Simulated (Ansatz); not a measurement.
ZrHg (space group P4/mmm)

```
CELL_PARAMETERS angstrom
      3.10973     0.00000     0.00000
      0.00000     3.10973     0.00000
      0.00000     0.00000     4.23500
ATOMIC_POSITIONS crystal
  Zr 0.50000 0.50000 0.50000
  Hg 0.00000 0.00000 0.00000
```

The slice is a (010) plane (indices of the conventional cell) through the point (0.500, 0.500, 0.500) (fractional), spanned by u = [100] and v = [001] in vectors of this cell: u (3.11 Å) and v (4.24 Å, at 90° to u). It covers one period; positions are fractions (u, v).

Level of theory: PBEsol (plane waves to 420 eV, PAW, scalar-relativistic; Ansatz, a quantum-chemistry and plane-wave program). k mesh 15×15×11. Inside the PAW spheres the values are not all-electron values, and peaks at nuclei hang on which shells count as valence. Spin-orbit coupling is left out, though Hg is heavy. ZrHg is run without spin polarisation. ZrHg was relaxed with its symmetry unable to fall.

Three fields on this plane, each scaled to ten steps between its own extremes (0 low, 9 high; the total valence density on a logarithmic scale, the potential cut 8 eV below its top; x marks points blanked near nuclei; v = 0 in the bottom row):

Map A
```
|xxxxxx9644469xxxxx|
|xxxxxx8544458xxxxx|
|xxxxx964434469xxxx|
|xxxxx754333457xxxx|
|xxx9654333334569xx|
|776543333333334567|
|333322333333322333|
|111122333333322111|
|001122333433322110|
|000122334443322100|
|000122344444322100|
|000122344444322100|
|000122344444322100|
|000122334443322100|
|001122333433322110|
|111122333333322111|
|333322333333322333|
|776543333333334567|
|xxx9654333334569xx|
|xxxxx754333457xxxx|
|xxxxx964434469xxxx|
|xxxxxx8544458xxxxx|
|xxxxxx9644469xxxxx|
|xxxxxx9644469xxxxx|
```

Map B
```
|xxxxxx0034300xxxxx|
|xxxxxx0145410xxxxx|
|xxxxx003565300xxxx|
|xxxxx014676410xxxx|
|xxx0004678764000xx|
|000013678887631000|
|001346788888764310|
|445667888888876654|
|777788888888888777|
|888888888888888888|
|999999888788899999|
|999999887778899999|
|999999888788899999|
|888888888888888888|
|777788888888888777|
|445667888888876654|
|001346788888764310|
|000013678887631000|
|xxx0004678764000xx|
|xxxxx014676410xxxx|
|xxxxx003565300xxxx|
|xxxxxx0145410xxxxx|
|xxxxxx0034300xxxxx|
|xxxxxx0034300xxxxx|
```

Map C
```
|xxxxxx9567659xxxxx|
|xxxxxx6467646xxxxx|
|xxxxx944686449xxxx|
|xxxxx434787434xxxx|
|xxx7323589853237xx|
|542112468986421124|
|000013577877531000|
|000134667776643100|
|112345566666554321|
|233455555555555433|
|344555544444555544|
|444555544444555544|
|344555544444555544|
|233455555555555433|
|112345566666554321|
|000134667776643100|
|000013577877531000|
|542112468986421124|
|xxx7323589853237xx|
|xxxxx434787434xxxx|
|xxxxx944686449xxxx|
|xxxxxx6467646xxxxx|
|xxxxxx9567659xxxxx|
|xxxxxx9567659xxxxx|
```

Task: Assign the maps to these fields: electron localisation function (ELF); valence electron density; electrostatic potential energy of an electron, from the cell's mean.

Result: A is the valence electron density; B is the electrostatic potential energy of an electron, from the cell's mean; C is the electron localisation function (ELF).
